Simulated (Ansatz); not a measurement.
## Two states of Ni3F4

```
CELL_PARAMETERS angstrom
0.00000 4.32814 4.32814
4.32814 0.00000 4.32814
4.32814 4.32814 0.00000
ATOMIC_POSITIONS crystal
Ni 0.12500 0.12500 0.12500
Ni 0.87500 0.87500 0.87500
Ni 0.50000 0.50000 0.50000
Ni 0.00000 0.50000 0.50000
Ni 0.50000 0.50000 0.00000
Ni 0.50000 0.00000 0.50000
F 0.26280 0.26280 0.26280
F 0.28840 0.73720 0.73720
F 0.26280 0.26280 0.71160
F 0.73720 0.28840 0.73720
F 0.71160 0.26280 0.26280
F 0.73720 0.73720 0.73720
F 0.26280 0.71160 0.26280
F 0.73720 0.73720 0.28840
```

Single point in Ansatz 0.2.0 with PBE. Cutoff 420 eV, PAW datasets, 5×5×5 Γ-centred k mesh, fermi-dirac filling (width 0.1 eV).

State A: Ni1 up, Ni2 up, Ni3 up, Ni4 up, Ni5 up, Ni6 up (collinear spin). State B: Ni1 up, Ni2 up, Ni3 up, Ni4 down, Ni5 down, Ni6 down (collinear spin).

Problem. Compare the two self-consistent states.

Solution. State A is lower by 27.2 meV an atom at zero smearing; in free energy at this smearing B lies +20.8 meV an atom from A.

| state | free energy (meV/atom) | largest moment in a small sphere (μB) | net moment (μB/cell) | gap on mesh (eV) | pressure (GPa) | largest force (eV/Å) |
| --- | --- | --- | --- | --- | --- | --- |
| A | 0.0 | 1.33 | 8.28 | metal | 9.5 | 0.43 |
| B | 20.8 | 1.32 | 0.98 | metal | 10.1 | 0.39 |

Origin: a known structure type with other elements, at an estimated volume, so it need not be a known compound. Caveats: semilocal functionals often miss the gap of such magnets; atoms or cell far from equilibrium.
